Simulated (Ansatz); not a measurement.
SiO₂ (started from an entry of an open crystallographic database), relaxed with r2SCAN: 7 runs in Ansatz, each a construction of maximally localised Wannier functions. It is tetragonal, P4_2/mnm (No. 136); conventional cell a = 4.185 Å, c = 2.669 Å, 7.79 Å³ an atom. Si has 6 O at 1.76–1.81 Å; O has 3 Si at 1.76–1.81 Å. No spin polarisation and no zero-point or thermal motion.

```xyz
6
Lattice="4.1852 0.0000 0.0000 0.0000 4.1852 0.0000 0.0000 0.0000 2.6688" Properties=species:S:1:pos:R:3 pbc="T T T"
Si    0.0000    0.0000    0.0000
Si    2.0926    2.0926    1.3344
O     1.2811    1.2811    0.0000
O     0.8115    3.3737    1.3344
O     2.9041    2.9041    0.0000
O     3.3737    0.8115    1.3344
```

Windows count from the top of the filled bands; a dash means that no such window was set (without an outer window there is no disentanglement). Rows marked drawn have settings drawn at random (some not listed).

```json
{"functional": "PBE", "SCF mesh": "6×6×8", "trial orbitals": "O s, O p", "functions": "16", "mesh": "4×4×6", "window (eV)": "–", "frozen (eV)": "–", "settings": "drawn", "Ω total (Å²)": "9.36", "Ω invariant (Å²)": "7.81", "largest spread (Å²)": "0.64", "least projectability": "0.87", "interpolation miss of the model's filled bands (eV, to the nearest computed level)": "0.013"}
{"functional": "PBE", "SCF mesh": "6×6×8", "trial orbitals": "O s, O p", "functions": "16", "mesh": "4×4×4", "window (eV)": "–", "frozen (eV)": "–", "settings": "chosen", "Ω total (Å²)": "9.25", "Ω invariant (Å²)": "7.70", "largest spread (Å²)": "0.63", "least projectability": "0.87", "interpolation miss of the model's filled bands (eV, to the nearest computed level)": "0.062"}
{"functional": "PBE", "SCF mesh": "6×6×8", "trial orbitals": "O s, O p", "functions": "16", "mesh": "6×6×8", "window (eV)": "–", "frozen (eV)": "–", "settings": "chosen", "Ω total (Å²)": "9.50", "Ω invariant (Å²)": "7.96", "largest spread (Å²)": "0.65", "least projectability": "0.87", "interpolation miss of the model's filled bands (eV, to the nearest computed level)": "0.002"}
{"functional": "PBE", "SCF mesh": "6×6×8", "trial orbitals": "O p", "functions": "12", "mesh": "4×4×6", "window (eV)": "–", "frozen (eV)": "–", "settings": "chosen", "Ω total (Å²)": "9.99", "Ω invariant (Å²)": "9.90", "largest spread (Å²)": "0.89", "least projectability": "0.74", "interpolation miss of the model's filled bands (eV, to the nearest computed level)": "0.012"}
{"functional": "r2SCAN", "SCF mesh": "6×6×8", "trial orbitals": "O s, O p", "functions": "16", "mesh": "4×4×6", "window (eV)": "–", "frozen (eV)": "–", "settings": "chosen", "Ω total (Å²)": "9.14", "Ω invariant (Å²)": "7.61", "largest spread (Å²)": "0.62", "least projectability": "0.88", "interpolation miss of the model's filled bands (eV, to the nearest computed level)": "0.011"}
{"functional": "r2SCAN", "SCF mesh": "6×6×8", "trial orbitals": "O p", "functions": "12", "mesh": "4×4×6", "window (eV)": "–", "frozen (eV)": "–", "settings": "chosen", "Ω total (Å²)": "9.69", "Ω invariant (Å²)": "9.61", "largest spread (Å²)": "0.86", "least projectability": "0.76", "interpolation miss of the model's filled bands (eV, to the nearest computed level)": "0.010"}
{"functional": "PBE", "SCF mesh": "6×6×8", "trial orbitals": "O p (loose tolerance)", "functions": "12", "mesh": "4×4×6", "window (eV)": "–", "frozen (eV)": "–", "settings": "drawn", "Ω total (Å²)": "9.99", "Ω invariant (Å²)": "9.90", "largest spread (Å²)": "0.89", "least projectability": "0.74", "interpolation miss of the model's filled bands (eV, to the nearest computed level)": "0.012"}
```

For O s, O p with PBE the spread goes 9.25 Å² (4×4×4), 9.50 Å² (6×6×8): finite differences on a coarse mesh understate it.
